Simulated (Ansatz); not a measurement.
Task: Os (hcp (Mg type), space group No. 194) is relaxed with plane-wave PAW r²SCAN+D4 (Ansatz code). What lattice parameters of the conventional cell result?

Result: a = 2.733 Å, c = 4.312 Å.

Space group P6_3/mmc (hcp (Mg type)). The cell was relaxed with r²SCAN+D4 under the symmetry of its start. The run is not spin-polarised. The pairwise dispersion correction was not fitted to metals. Axis ratios of metals converge slowly with the k-mesh, so a and c are less sure than the volume. Scalar-relativistic: spin–orbit coupling is off unless named, which matters more the heavier the elements.

Potentials: the later of the program's two PAW sets.
